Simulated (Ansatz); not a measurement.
VO$_{2}$:
```xyz
6
Lattice="4.5838 0.0000 0.0000 0.0000 4.5838 0.0000 0.0000 0.0000 2.8381" Properties=species:S:1:pos:R:3 pbc="T T T"
O      1.3754     1.3754     0.0000
O      0.9165     3.6673     1.4190
O      3.2084     3.2084     0.0000
O      3.6673     0.9165     1.4190
V      0.0000     0.0000     0.0000
V      2.2919     2.2919     1.4190
```
The run is spin-polarised; directions of the spins, atom by atom: 0 0 0 0 ↑ ↑.

Relaxed with PBE.

Give the Bader charges and basin volumes of the independent atoms, DFT-PBE in the program Ansatz with PAW potentials.



| atom | Bader charge (e) | Bader volume (Å³) |
|---|---|---|
| O1 | -1.05 | 11.4 |
| V5 | +2.11 | 7.0 |

Space group P4_2/mnm (rutile). This is a known high-temperature phase of the composition, computed here at zero pressure and temperature. Symmetry was held in the PBE relaxation; whether a distortion lowers the energy is not shown. Magnetic state: ferromagnetic, chosen from 5 collinear starts compared on coarse meshes (ties went to the first, and starts can fall back to one state), not a proven ground state. No Hubbard U is applied.

Potentials: the later of the program's two PAW sets.
